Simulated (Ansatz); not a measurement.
The relaxed structure here is a generated cell of S: the first start was made by placing the elements on the sites of a structure type, and the end was not matched to a known phase here, so it may be hypothetical.

One starting cell of S (a generated cell, S built in the beta-W structure type) was relaxed twice with Ansatz (plane waves, PAW, scalar-relativistic): with r2SCAN at 500 eV and with PBE at 420 eV. The r2SCAN result:

```xyz
8
Lattice="5.0690 0.0000 0.0000 0.0000 5.0690 0.0000 0.0000 0.0000 5.0690" Properties=species:S:1:pos:R:3 pbc="T T T"
S      1.2672     0.0000     2.5345
S      3.8017     0.0000     2.5345
S      0.0000     2.5345     1.2672
S      0.0000     2.5345     3.8017
S      2.5345     1.2672     0.0000
S      2.5345     3.8017     0.0000
S      0.0000     0.0000     0.0000
S      2.5345     2.5345     2.5345
```

```tsv
quantity	r2SCAN	PBE
space group	Pm-3n	Pm-3n
volume (Å³/atom)	16.28	?
a (Å)	5.069	?
gap (eV, no spin-orbit coupling)	0.00	?
```

**Question.** Fill in the PBE column.

**Answer.** 
- volume (Å³/atom), PBE: 16.11
- a (Å), PBE: 5.051
- gap (eV, no spin-orbit coupling), PBE: 0.00

Both levels end in the same structure; PBE's volume is 1.0 % smaller. Neither column is exact.

No spin polarisation in the result.

The run could not lower the symmetry of its start; a shaken copy of this end point relaxes with r2SCAN to P1 (No. 1), 1.33 eV/atom lower.

Ansatz is a first-principles code.
